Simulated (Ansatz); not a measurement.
**Zincblende alloy of InP and GaP (40 of 64 In sites exchanged), 128 atoms**

Ansatz, PAW, plane waves. PBEsol relaxation of volume and atoms (shape held) at the single k point (½, ½, ½); single points on the relaxed atoms at the Γ point alone, onto which points of the small cell's zone fold. Arrangement: random. No spin–orbit coupling unless named.

Relaxed structure:

```cif
data_structure
_symmetry_space_group_name_H-M 'P 1'
_symmetry_Int_Tables_number 1
_cell_length_a 15.8447
_cell_length_b 15.8447
_cell_length_c 15.8447
_cell_angle_alpha 60.000
_cell_angle_beta 60.000
_cell_angle_gamma 60.000
_cell_volume 2812.81
loop_
_atom_site_label
_atom_site_type_symbol
_atom_site_fract_x
_atom_site_fract_y
_atom_site_fract_z
_atom_site_occupancy
Ga1 Ga 0.99916 0.99635 0.99808 1
Ga2 Ga 0.50224 0.00222 0.99434 1
Ga3 Ga 0.49941 0.99383 0.50547 1
Ga4 Ga 0.74996 0.25361 0.24940 1
Ga5 Ga 0.99660 0.50048 0.50172 1
Ga6 Ga 0.25068 0.74513 0.25212 1
Ga7 Ga 0.24939 0.25125 0.74854 1
Ga8 Ga 0.49992 0.50142 0.50084 1
Ga9 Ga 0.74795 0.74819 0.75188 1
Ga10 Ga 0.25417 0.24708 0.99791 1
Ga11 Ga 0.99384 0.50084 0.25497 1
Ga12 Ga 0.24761 0.75507 0.00048 1
Ga13 Ga 0.00247 0.00231 0.75269 1
Ga14 Ga 0.50279 0.50222 0.25065 1
Ga15 Ga 0.74602 0.75083 0.00026 1
Ga16 Ga 0.49957 0.99746 0.74923 1
Ga17 Ga 0.99701 0.49966 0.74538 1
Ga18 Ga 0.25157 0.74810 0.49704 1
Ga19 Ga 0.50362 0.49986 0.74606 1
Ga20 Ga 0.50039 0.24729 0.99435 1
Ga21 Ga 0.75308 0.99982 0.25011 1
Ga22 Ga 0.99680 0.75461 0.00249 1
Ga23 Ga 0.99978 0.25245 0.50039 1
Ga24 Ga 0.50103 0.75052 0.99833 1
Ga25 Ga 0.25022 0.00038 0.75066 1
Ga26 Ga 0.74906 0.49853 0.24985 1
Ga27 Ga 0.00184 0.74548 0.49985 1
Ga28 Ga 0.49694 0.74741 0.50438 1
Ga29 Ga 0.75159 0.50292 0.74752 1
Ga30 Ga 0.75213 0.99790 0.99907 1
Ga31 Ga 0.99842 0.25497 0.24896 1
Ga32 Ga 0.24960 0.99722 0.50540 1
Ga33 Ga 0.74735 0.50539 0.00002 1
Ga34 Ga 0.74770 0.99715 0.49995 1
Ga35 Ga 0.00151 0.75003 0.24873 1
Ga36 Ga 0.00179 0.25047 0.74764 1
Ga37 Ga 0.24799 0.50424 0.50031 1
Ga38 Ga 0.49464 0.24999 0.75376 1
Ga39 Ga 0.74978 0.49971 0.49974 1
Ga40 Ga 0.49989 0.75147 0.75069 1
In1 In 0.99598 0.50125 0.00396 1
In2 In 0.00164 0.00051 0.50124 1
In3 In 0.24548 0.25097 0.25011 1
In4 In 0.50261 0.50379 0.99615 1
In5 In 0.75417 0.74875 0.24886 1
In6 In 0.74968 0.25255 0.75149 1
In7 In 0.25219 0.75517 0.74893 1
In8 In 0.99666 0.99725 0.25204 1
In9 In 0.50307 0.00058 0.24892 1
In10 In 0.75207 0.24794 0.00067 1
In11 In 0.24719 0.24754 0.50629 1
In12 In 0.74985 0.25387 0.49645 1
In13 In 0.74952 0.75020 0.50319 1
In14 In 0.00019 0.25283 0.99788 1
In15 In 0.25016 0.00051 0.25042 1
In16 In 0.24473 0.50711 0.25321 1
In17 In 0.50116 0.24912 0.50250 1
In18 In 0.74644 0.99898 0.75355 1
In19 In 0.25303 0.49711 0.74649 1
In20 In 0.25351 0.99837 0.99606 1
In21 In 0.24957 0.49987 0.00097 1
In22 In 0.50516 0.24738 0.24970 1
In23 In 0.50054 0.74672 0.24947 1
In24 In 0.99909 0.74948 0.75026 1
P1 P 0.05839 0.05831 0.05752 1
P2 P 0.56800 0.06326 0.05136 1
P3 P 0.05391 0.57107 0.07079 1
P4 P 0.06493 0.06651 0.56845 1
P5 P 0.31196 0.31402 0.31319 1
P6 P 0.56488 0.56775 0.06582 1
P7 P 0.56436 0.05159 0.56636 1
P8 P 0.81624 0.31659 0.30117 1
P9 P 0.06133 0.56187 0.56091 1
P10 P 0.30596 0.80700 0.31548 1
P11 P 0.31238 0.30289 0.81583 1
P12 P 0.56345 0.56206 0.56167 1
P13 P 0.82026 0.81860 0.30816 1
P14 P 0.81977 0.32048 0.80770 1
P15 P 0.31606 0.81775 0.81799 1
P16 P 0.80481 0.80476 0.81912 1
P17 P 0.05724 0.07442 0.30817 1
P18 P 0.31838 0.30503 0.05620 1
P19 P 0.57089 0.05330 0.32195 1
P20 P 0.80555 0.32205 0.06739 1
P21 P 0.04900 0.56618 0.31791 1
P22 P 0.31619 0.80274 0.06731 1
P23 P 0.06377 0.06396 0.81268 1
P24 P 0.30653 0.32137 0.56749 1
P25 P 0.56735 0.55168 0.31806 1
P26 P 0.81276 0.81489 0.05357 1
P27 P 0.55210 0.06665 0.81211 1
P28 P 0.81799 0.31740 0.55774 1
P29 P 0.05877 0.55573 0.80973 1
P30 P 0.31283 0.81392 0.55393 1
P31 P 0.56748 0.56646 0.80041 1
P32 P 0.81735 0.81371 0.56726 1
P33 P 0.07190 0.30662 0.06759 1
P34 P 0.30958 0.05907 0.32491 1
P35 P 0.55816 0.30881 0.05591 1
P36 P 0.80140 0.06820 0.31536 1
P37 P 0.06272 0.81268 0.06300 1
P38 P 0.05340 0.31645 0.56449 1
P39 P 0.31817 0.56345 0.31733 1
P40 P 0.56260 0.81843 0.05320 1
P41 P 0.31549 0.06708 0.80003 1
P42 P 0.55550 0.31952 0.57197 1
P43 P 0.81177 0.55397 0.31602 1
P44 P 0.81990 0.05812 0.81694 1
P45 P 0.06959 0.80548 0.55524 1
P46 P 0.32186 0.56161 0.80714 1
P47 P 0.55306 0.81182 0.56774 1
P48 P 0.81075 0.56296 0.81245 1
P49 P 0.32052 0.06578 0.05683 1
P50 P 0.81492 0.05222 0.06575 1
P51 P 0.05147 0.31738 0.31628 1
P52 P 0.30883 0.57457 0.05955 1
P53 P 0.31544 0.05180 0.56757 1
P54 P 0.56853 0.32025 0.30727 1
P55 P 0.80064 0.56805 0.06693 1
P56 P 0.80726 0.05971 0.55933 1
P57 P 0.06645 0.80072 0.31552 1
P58 P 0.06539 0.31555 0.80203 1
P59 P 0.31682 0.56614 0.55232 1
P60 P 0.56078 0.80700 0.32269 1
P61 P 0.55413 0.31560 0.81245 1
P62 P 0.81383 0.55546 0.56460 1
P63 P 0.05745 0.81865 0.81896 1
P64 P 0.56220 0.81131 0.81269 1
```

Question: What are the mean bond lengths by pair (pairs within 1.2 times the sum of covalent radii, less contacts 15 % beyond the pair's median; cation–cation pairs of compounds aside; long ionic contacts are cut short by that bound)?

Answer: Ga–P 2.374 ± 0.019 Å (standard deviation, 160 bonds); In–P 2.519 ± 0.013 Å (standard deviation, 96 bonds).

Question: What gap lies between the top filled and the lowest empty level in the single points?

Answer: HSE06 with spin–orbit coupling 2.10 eV (24 min on NVIDIA GB200). An indirect band minimum needn't fold onto Γ of this cell; where it doesn't, these gaps are too wide.
